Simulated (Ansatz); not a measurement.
A trial cell of AlGa2As3, before relaxation:

```cif
data_structure
_symmetry_space_group_name_H-M 'P 1'
_symmetry_Int_Tables_number 1
_cell_length_a 8.6857
_cell_length_b 8.6857
_cell_length_c 8.6857
_cell_angle_alpha 154.158
_cell_angle_beta 154.158
_cell_angle_gamma 36.870
_cell_volume 124.33
loop_
_atom_site_label
_atom_site_type_symbol
_atom_site_fract_x
_atom_site_fract_y
_atom_site_fract_z
_atom_site_occupancy
Al1 Al 0.50000 0.50000 0.00000 1
Ga1 Ga 0.83333 0.83333 0.00000 1
Ga2 Ga 0.16667 0.16667 0.00000 1
As1 As 0.41667 0.91667 0.50000 1
As2 As 0.08333 0.58333 0.50000 1
As3 As 0.75000 0.25000 0.50000 1
```

The calculation used DFT PBE, scalar-relativistic, plane waves, PAW in Ansatz 0.2.0. Cutoff 420 eV, Gaussian smearing, Γ-centred meshes. Cell and atoms relax first on a coarse mesh and then on a converged one. In between, the cell is made exact in the group found at 0.06 Å. The steps can't lower the symmetry of their start. No spin polarisation.

A guess keeps its type if space group and coordination stay and the shape of the cell changes little (axis ratios within about 15 %, angles within 6°); the volume may change.

Question: Will the relaxed cell still be of the starting type?

Answer: It keeps its type. The symmetry stays I-4m2 (No. 119). The volume per atom grows by 14.1 %, from 20.7 to 23.6 Å³. The shortest distance goes from 2.38 Å (Al–As and Ga–As) to 2.48 Å (Al–As). The ratio c/a of the conventional cell changes by a factor of 1.00. Counting neighbours within 15 % of an atom's shortest distance, the start has Al 4, As 4, Ga 4 and the end Al 4, As 4, Ga 4.

The last run used a 10×10×10 mesh for its 6-atom cell and Gaussian smearing of 0.02 eV. A structure relaxed within its symmetry needn't be a true minimum.
